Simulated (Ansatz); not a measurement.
A geometry of ZnAu away from equilibrium: step 3 of the relaxation of a relaxed ZnAu cell with one Zn and one Au atom exchanged in a cell of 4 atoms. Method: PBEsol (plane waves to 420 eV, PAW, scalar-relativistic; Ansatz, a first-principles code). Γ-centred k-mesh 5×10×10 on the run's cell (coarser than for final values), Fermi–Dirac smearing 0.05 eV. The plane waves were selected for a different cell earlier on the path.

```
CELL_PARAMETERS angstrom
      5.93059     0.00000     0.00000
      0.00000     3.16792     0.00000
      0.00000     0.00000     3.16792
ATOMIC_POSITIONS crystal
  Zn 0.25165 0.50000 0.50000
  Au 0.70963 0.50000 0.50000
  Au 0.04037 0.00000 0.00000
  Zn 0.49835 0.00000 0.00000
```

Question: Give the Cartesian forces on all atoms (eV/Å).

Answer: 
| atom | Fx | Fy | Fz |
|---|---|---|---|
| Zn1 | 0.21 | 0.00 | 0.00 |
| Au2 | 0.67 | 0.00 | 0.00 |
| Au3 | -0.67 | 0.00 | 0.00 |
| Zn4 | -0.21 | 0.00 | 0.00 |

The path ends in P4/nmm (No. 129) (AFLOW prototype AB_tP4_129_c_c (B11, as in TiCu)). No spin polarisation in the result.

The run could not lose the symmetry of its start.

The runs began from a structure in Materials Project; this end point is another cell, not compared with measured phases.
